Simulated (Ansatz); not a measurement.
Ge:
```xyz
8
Lattice="4.0035 0.0000 0.0000 -2.0017 3.4671 0.0000 0.0000 0.0000 13.1454" Properties=species:S:1:pos:R:3 pbc="T T T"
Ge     0.0000     0.0000     5.3477
Ge     0.0000     0.0000     7.7977
Ge     0.0000     0.0000    11.9203
Ge     0.0000     0.0000     1.2250
Ge     0.0000     2.3114     4.5236
Ge     2.0017     1.1557     8.6218
Ge     2.0017     1.1557    11.0963
Ge     0.0000     2.3114     2.0491
```

This is the r²SCAN-relaxed structure.

Problem. All from DFT-r²SCAN in the program Ansatz with PAW potentials, unless another level is named. Estimate the band gap.

Solution. 0.27 eV (smallest direct gap 0.27 eV).

Problem. Predict the conduction-band minimum.

Solution. on the Γ–A line, 9 % of the way from Γ (2 equivalent valleys).

Problem. Predict the valence-band maximum.

Solution. at Γ.

Space group P6_3/mmc. The workflow started from a Materials Project entry (that database holds measured and hypothetical structures alike); the Crystallography Open Database copy checked does not list it. It is not the phase usual at ambient conditions (space group No. 227). The r²SCAN relaxation kept the symmetry of its start; whether a distortion lowers the energy is not shown. Spin–orbit coupling is left out wherever it is not named.

Potentials: the later of the program's two PAW sets.
